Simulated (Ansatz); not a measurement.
This cell of WC (WC type, space group P-6m2) is off equilibrium:

```xyz
2
Lattice="2.9220 0.0000 0.0000 -1.4610 2.5305 0.0000 0.0000 0.0000 2.8473" Properties=species:S:1:pos:R:3 pbc="T T T"
W      0.0000     0.0000     0.0000
C      1.2280     0.7090     1.1966
```

All values below come from PBE (plane waves to 420 eV, PAW, scalar-relativistic; Ansatz, an electronic-structure program). k mesh 15×15×13 (Γ-centred), Fermi-Dirac smearing 0.05 eV. The energy includes the smearing's −TS. Stress and pressure are positive under compression. With partly filled bands, energies and forces of such displacements shift with the k mesh and the smearing. Spin-orbit coupling is left out, though W is heavy. The PAW data are Ansatz's earlier set. WC is run without spin polarisation. WC was relaxed with its symmetry unable to fall.

**Question.** What forces act on the atoms (eV/Å, Cartesian)?

**Answer.** 
```tsv
atom	Fx	Fy	Fz
W1	-4.750	-2.743	-4.279
C2	4.750	2.743	4.279
```

**Question.** Give the stress tensor in GPa and the pressure.

**Answer.** 
```
   28.7     16.3     26.3
   16.3      9.9     15.2
   26.3     15.2     35.1
```
The pressure, a third of the trace, is 24.6 GPa.

**Question.** In it atom 2 sits (-0.233, -0.135, -0.227) Å away from its relaxed site. What is its energy relative to the relaxed cell?

**Answer.** 1066 meV/cell.

(For displaced atoms, the force is minus the slope of the energy, and its curvature is a force constant, which sets phonon frequencies.)
